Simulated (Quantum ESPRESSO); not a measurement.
```cif
data_Be2O2
_chemical_formula_sum 'Be2 O2'
_space_group_name_H-M_alt 'P 1'
_space_group_IT_number 1
_cell_length_a 2.69428
_cell_length_b 2.69428
_cell_length_c 4.37602
_cell_angle_alpha 90.000
_cell_angle_beta 90.000
_cell_angle_gamma 120.000
loop_
_space_group_symop_operation_xyz
  'x, y, z'
loop_
_atom_site_label
_atom_site_type_symbol
_atom_site_fract_x
_atom_site_fract_y
_atom_site_fract_z
_atom_site_occupancy
Be1 Be 0.33333 0.66667 0.00016 1
Be2 Be 0.66667 0.33333 0.50016 1
O1 O 0.33333 0.66667 0.37734 1
O2 O 0.66667 0.33333 0.87734 1
```

The geometry is that of Materials Project entry mp-2542, symmetrised and not relaxed again.

Question: What does PBE (pw.x of Quantum ESPRESSO, ONCV potentials, without SOC) give for the electronic structure near the Fermi level?

Answer: The PBE gap is direct, 7.72 eV at Γ.
